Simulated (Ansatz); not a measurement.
**Question.** TePb (zinc blende, F-43m) is relaxed with PBE (plane waves, PAW; program Ansatz). What lattice parameters of the conventional cell result?

**Answer.** a = 7.336 Å.

**Question.** Is it a metal or does it have a gap at this level?

**Answer.** A gap of 0.64 eV, indirect.

The start of the workflow was typed in or built on a structure type; neither database checked (COD, Materials Project) lists it. It is not the phase usual at ambient conditions (space group No. 225). The cell was relaxed with PBE under the symmetry of its start; its stability against distortions is not shown here. Spin–orbit coupling is left out wherever it is not named.

Potentials: the earlier of the program's two PAW sets.
